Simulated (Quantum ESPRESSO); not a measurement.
# Ta4InGaAlMo: input and log of a self-consistent run

Computed values, not a measurement. The program is pw.x of Quantum ESPRESSO 7.5 (plane-wave density functional theory). The cell is made up: eight metal atoms on a face-centred cubic lattice, with elements, volume, strain and displacements drawn at random and not relaxed, so it may be unstable or far from any real phase. PseudoDojo standard norm-conserving files set the functional (PBE unless stated); there is no spin polarisation or spin-orbit coupling, the Fermi-Dirac width of 0.25 eV means electrons at about 2900 K, and the masses in the input are unused placeholders. Heavy elements are run without spin-orbit coupling, which real alloys of them have. A spin test at this wide smearing found no moment, but such smearing suppresses magnetism that the real alloy may have.

Input:

```
&control calculation='scf', pseudo_dir='./dojo.nc.sr.pbe.v0_5.standard.upf', outdir='./o', disk_io='minimal', tprnfor=.true., tstress=.true. /
&system ibrav=0, nat=8, ntyp=5, nbnd=64, ecutwfc=84.00895049, nosym=.true., tot_charge=0,
 occupations='smearing', smearing='fd', degauss=0.0183746611
/
&electrons conv_thr=1.470e-08, electron_maxstep=70, mixing_beta=0.5 /
ATOMIC_SPECIES
Al 1.0 Al.upf
Ga 1.0 Ga.upf
In 1.0 In.upf
Mo 1.0 Mo.upf
Ta 1.0 Ta.upf
CELL_PARAMETERS angstrom
0.0 2.1096 2.1096
-4.2191 0.0 0.0
0.0 -8.4382 8.4382
ATOMIC_POSITIONS angstrom
Ta -0.0277 0.1007 -0.0759
In -0.0007 -2.2468 2.1311
Ga -0.0471 -4.2922 4.2741
Al -0.0712 -6.3622 6.4034
Ta -2.0795 0.1326 2.1852
Mo -2.2021 -1.9784 4.239
Ta -2.1244 -4.2023 6.3721
Ta -2.1171 -6.2541 8.4215
K_POINTS automatic
8 6 2 1 1 1
```

The log is shortened where brackets say so; the opening notice, blank lines, dates and the lines on written files are dropped, and the path of the files is cut. It prints rydbergs, bohrs and kilobars, and counts compression as positive stress. Its total energy is the free energy E - TS of the whole cell.

```
     Program PWSCF v.7.5
     Parallel version (MPI & OpenMP), running on       4 processor cores
     Number of MPI processes:                 4
     Threads/MPI process:                     1
     [start-up lines left out]
     bravais-lattice index     =            0
     lattice parameter (alat)  =       5.6379  a.u.
     unit-cell volume          =    1013.6694 (a.u.)^3
     number of atoms/cell      =            8
     number of atomic types    =            5
     number of electrons       =        95.00
     number of Kohn-Sham states=           64
     kinetic-energy cutoff     =      84.0090  Ry
     charge density cutoff     =     336.0358  Ry
     scf convergence threshold =      1.5E-08
     mixing beta               =       0.5000
     number of iterations used =            8  plain     mixing
     Exchange-correlation= PBE
                           (   1   4   3   4   0   0   0)
     [axes and pseudopotential details left out]
   Cartesian axes
     site n.     atom                  positions (alat units)
         1        Ta     tau(   1) = (  -0.0092846   0.0337532  -0.0254406  )
         2        In     tau(   2) = (  -0.0002346  -0.7530942   0.7143133  )
         3        Ga     tau(   3) = (  -0.0157872  -1.4386821   1.4326152  )
         4        Al     tau(   4) = (  -0.0238652  -2.1325155   2.1463252  )
         5        Ta     tau(   5) = (  -0.6970177   0.0444456   0.7324468  )
         6        Mo     tau(   6) = (  -0.7381114  -0.6631305   1.4208502  )
         7        Ta     tau(   7) = (  -0.7120675  -1.4085489   2.1358339  )
         8        Ta     tau(   8) = (  -0.7096207  -2.0962820   2.8227625  )
     number of k points=    48  Fermi-Dirac smearing, width (Ry)=  0.0184
                       cart. coord. in units 2pi/alat
        k(    1) = (  -0.0589270  -0.0000010   0.0883894), wk =   0.0416667
        k(    2) = (  -0.0589270   0.0883894  -0.0000010), wk =   0.0416667
     [further k points left out]
     Dense  grid:   105505 G-vectors     FFT dimensions: (  36,  48, 135)
     Estimated max dynamical RAM per process >     350.42 MB
     Estimated total dynamical RAM >       1.29 GB
     Initial potential from superposition of free atoms
     starting charge      94.9859, renormalised to      95.0000
     Starting wfcs are   72 randomized atomic wfcs
     total cpu time spent up to now is       10.1 secs
     per-process dynamical memory:   259.1 Mb
     Self-consistent Calculation
     iteration #  1     ecut=    84.01 Ry     beta= 0.50
     Davidson diagonalization with overlap
     ethr =  1.00E-02,  avg # of iterations =  2.7
     total cpu time spent up to now is       37.9 secs
     total energy              =    -949.12022094 Ry
     estimated scf accuracy    <       4.01157048 Ry
     iteration #  2     ecut=    84.01 Ry     beta= 0.50
     Davidson diagonalization with overlap
     ethr =  4.22E-03,  avg # of iterations =  5.9
     total cpu time spent up to now is       77.0 secs
     total energy              =    -943.99114578 Ry
     estimated scf accuracy    <     247.11367284 Ry
     iteration #  3     ecut=    84.01 Ry     beta= 0.50
     Davidson diagonalization with overlap
     ethr =  4.22E-03,  avg # of iterations =  6.1
     total cpu time spent up to now is      109.6 secs
     total energy              =    -951.50803799 Ry
     estimated scf accuracy    <       9.09217733 Ry
     iteration #  4     ecut=    84.01 Ry     beta= 0.50
     Davidson diagonalization with overlap
     ethr =  4.22E-03,  avg # of iterations =  1.5
     total cpu time spent up to now is      130.1 secs
     total energy              =    -951.62279061 Ry
     estimated scf accuracy    <       5.39198638 Ry
     iteration #  5     ecut=    84.01 Ry     beta= 0.50
     Davidson diagonalization with overlap
     ethr =  4.22E-03,  avg # of iterations =  1.1
     total cpu time spent up to now is      152.3 secs
     total energy              =    -951.79695326 Ry
     estimated scf accuracy    <       0.08725658 Ry
     [iterations 6 to 11 left out]
     iteration # 12     ecut=    84.01 Ry     beta= 0.50
     Davidson diagonalization with overlap
     ethr =  2.54E-09,  avg # of iterations =  5.6
     total cpu time spent up to now is      318.2 secs
     total energy              =    -951.82080793 Ry
     estimated scf accuracy    <       0.00000197 Ry
     iteration # 13     ecut=    84.01 Ry     beta= 0.50
     Davidson diagonalization with overlap
     ethr =  2.07E-09,  avg # of iterations =  1.7
     total cpu time spent up to now is      336.1 secs
     total energy              =    -951.82080800 Ry
     estimated scf accuracy    <       0.00000108 Ry
     iteration # 14     ecut=    84.01 Ry     beta= 0.50
     Davidson diagonalization with overlap
     ethr =  1.13E-09,  avg # of iterations =  2.0
     total cpu time spent up to now is      355.0 secs
     total energy              =    -951.82080783 Ry
     estimated scf accuracy    <       0.00000709 Ry
     iteration # 15     ecut=    84.01 Ry     beta= 0.50
     Davidson diagonalization with overlap
     ethr =  1.13E-09,  avg # of iterations =  1.4
     total cpu time spent up to now is      373.8 secs
     total energy              =    -951.82080810 Ry
     estimated scf accuracy    <       0.00000002 Ry
     iteration # 16     ecut=    84.01 Ry     beta= 0.50
     Davidson diagonalization with overlap
     ethr =  2.54E-11,  avg # of iterations =  2.9
     total cpu time spent up to now is      395.4 secs
     End of self-consistent calculation
     [lines on levels left out]
!    total energy              =    -951.82080810 Ry
     estimated scf accuracy    <       0.00000001 Ry
     smearing contrib. (-TS)   =      -0.10426313 Ry
     internal energy E=F+TS    =    -951.71654497 Ry
     The total energy is F=E-TS. E is the sum of the following terms:
     one-electron contribution =    -262.23215403 Ry
     hartree contribution      =     185.18703616 Ry
     xc contribution           =    -222.88475140 Ry
     ewald contribution        =    -651.78667570 Ry
     convergence has been achieved in  16 iterations
     Forces acting on atoms (cartesian axes, Ry/au):
     atom    1 type  5   force =     0.00966026   -0.02769685    0.04098116
     atom    2 type  3   force =    -0.01918248    0.04083844    0.00643504
     atom    3 type  2   force =     0.00152446    0.00435862   -0.00037463
     atom    4 type  1   force =     0.01504387    0.01931279   -0.01813432
     atom    5 type  5   force =    -0.01393814   -0.01043791   -0.01430991
     atom    6 type  4   force =     0.02891023   -0.05137727    0.02549515
     atom    7 type  5   force =    -0.00904105    0.01159571   -0.01757772
     atom    8 type  5   force =    -0.01297714    0.01340646   -0.02251476
     Total force =     0.107612     Total SCF correction =     0.000616
     Computing stress (Cartesian axis) and pressure
          total   stress  (Ry/bohr**3)                   (kbar)     P=      -60.04
  -0.00030068  -0.00004575   0.00002648          -44.23       -6.73        3.89
  -0.00004575  -0.00044738  -0.00005059           -6.73      -65.81       -7.44
   0.00002648  -0.00005059  -0.00047642            3.89       -7.44      -70.08
     init_run     :      9.35s CPU      9.82s WALL (       1 calls)
     electrons    :    381.06s CPU    385.37s WALL (       1 calls)
     forces       :      3.27s CPU      3.30s WALL (       1 calls)
     stress       :     11.45s CPU     11.76s WALL (       1 calls)
     [timing details left out]
     PWSCF        :   6m45.44s CPU   6m50.61s WALL
     JOB DONE.
```

In other units: free energy -12950.182 eV for the cell, pressure -6.00 GPa, largest force component 1.321 eV/Å in size. The run took 412 s of wall time with four MPI processes on a shared machine (Intel Xeon, older, virtual cores), so the time is rough. A rerun of this cell at a higher cutoff and on a denser mesh moved values by no more than 0.006 eV in energy, 0.09 GPa in stress and 0.008 eV/Å in force, and a second program with other atomic files agreed on that cell to 2 % rms in force and 0.5 GPa in pressure.